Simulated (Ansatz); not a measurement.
**SnO2: Field gradients at the nuclei**

The cell is a computed structure from the Materials Project (it need not be an observed phase), taken as it stands.

```cif
data_SnO2
_symmetry_space_group_name_H-M 'P4_2/mnm'
_symmetry_Int_Tables_number 136
_cell_length_a 4.7648
_cell_length_b 4.7648
_cell_length_c 3.2075
_cell_angle_alpha 90.000
_cell_angle_beta 90.000
_cell_angle_gamma 90.000
loop_
_atom_site_label
_atom_site_type_symbol
_atom_site_symmetry_multiplicity
_atom_site_Wyckoff_symbol
_atom_site_fract_x
_atom_site_fract_y
_atom_site_fract_z
Sn Sn 2 a 0.5000 0.5000 0.5000
O O 4 f 0.1940 0.8060 0.5000
```

One atom of each set is listed.

The numbers come from a DFT calculation in Ansatz (r2SCAN, plane waves and PAW, scalar-relativistic, 500 eV cutoff, Γ-centred 7×7×10 k-points, Fermi–Dirac smearing 0.01 eV).

V_zz is the principal component of the electric field gradient with the largest magnitude, η = (V_xx − V_yy)/V_zz and C_Q = eQV_zz/h.

¹⁷O: I = 5/2, Q = -25.58 mb. Q values from Pyykkö, Mol. Phys. 116, 1328 (2018).

| site | atoms | first shell | V_zz (10²¹ V/m²) | η | C_Q (MHz) |
| --- | --- | --- | --- | --- | --- |
| Sn | 2 | 6 O at 2.06–2.07 Å | 5.45 | 0.69 | – |
| O | 4 | 3 Sn at 2.06–2.07 Å | -10.53 | 0.11 | 6.51 |

At O V_zz stands upright on the plane through its three neighbours (within 1°).

Sn has no stable isotope with a ground-state quadrupole moment in the table, so no C_Q is given.

Without spin–orbit coupling (the program notes it for Sn) the gradients are little affected as a rule: paired runs on crystals with a gap mostly move them by under 2 % at such atoms. With these PAW files V_zz is typically within 2 to 3 % of all-electron values, but misses above 10 % occur on Sn.
